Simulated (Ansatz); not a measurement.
CdF2 (fluorite), relaxed and computed with several functionals in Ansatz (plane waves, PAW). Much of their spread follows the volume that each gives.

```
functional  V (Å³/atom)  B₀ by P(V) fit (GPa)
----------  -----------  --------------------
PBE               13.72                  93.4
LDA               12.39                   127
HSE06             13.25                     ?
r²SCAN            13.04                   113
```

Q: Fit a straight line to ln B₀ against ln V and predict the withheld value.

A: Least squares on the 3 shown rows: ln B₀ = -3.01 × ln V + (12.432), with a scatter of 2 %. For HSE06 this gives 105. The run itself gave 103, within the scatter.

All cells were relaxed under the symmetry of their starts (and spin orders); stability against distortions was not tested throughout. Scalar-relativistic: spin–orbit coupling is off unless named, which matters more the heavier the elements.

Potentials: the later of the program's two PAW sets.

Ansatz (an electronic-structure program) is a plane-wave DFT program.
